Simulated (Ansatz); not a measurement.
RbH:
```xyz
2
Lattice="0.0000 2.9628 2.9628 2.9628 0.0000 2.9628 2.9628 2.9628 0.0000" Properties=species:S:1:pos:R:3 pbc="T T T"
Rb     2.9628     2.9628     2.9628
H      0.0000     0.0000     0.0000
```

Relaxed with PBEsol.

Q: Give the Bader charges and basin volumes of the independent atoms, PBEsol (plane waves, PAW; program Ansatz).

A: 

```json
[
 {"atom": "Rb1", "Bader charge (e)": "+0.73", "Bader volume (Å³)": "31.9"},
 {"atom": "H2", "Bader charge (e)": "-0.73", "Bader volume (Å³)": "20.1"}
]
```

Space group Fm-3m (rock salt). The workflow started from a Materials Project entry (that database holds measured and hypothetical structures alike); the Crystallography Open Database files this formula in space group No. 225, but the cells were not matched. Its standing as an ambient phase is unchecked. Symmetry was held in the PBEsol relaxation; its stability against distortions is not shown here.

Potentials: the later of the program's two PAW sets.
